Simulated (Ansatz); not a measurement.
Al (hcp type), DFT, LDA, PAW with other files of Ansatz's library (level accurate), scalar-relativistic (Ansatz 0.2.0), on 1 thread of Arm Neoverse V1 (shared host).

Command: `ansatz run input.yaml --threads 1 --pin off --max-ram 2048MiB --backend cpu --events-out ev --progress --plain --runs-dir out`

```yaml
crystal:
  lattice:
    - [2.1721308786, 0.0, 0.0]
    - [-1.0860654393, 1.8811205212, 0.0]
    - [0.0, 0.0, 3.5131486179]
  atoms:
    - { symbol: Al, position: [0.3333333333, 0.6666666667, 0.25] }
    - { symbol: Al, position: [0.6666666667, 0.3333333333, 0.75] }
kpoints:
  mp_grid: { grid: [15, 15, 8] }
scf:
  occupations: { method: fermi_dirac, width: 0.08 }
hamiltonian:
  xc: lda
  pseudopotentials: { kind: paw, level: accurate }
output:
  forces: true
  stress: true
  eigenvalues: true
```

(1) How large is the problem that the program sets up?

(2) About how long does it take?

Answers

(1) 135 irreducible k-points, 1099 plane waves at Γ, 15 bands.

(2) 5.7 s of wall time for 5 SCF iterations. Times on shared machines scatter by tens of per cent.
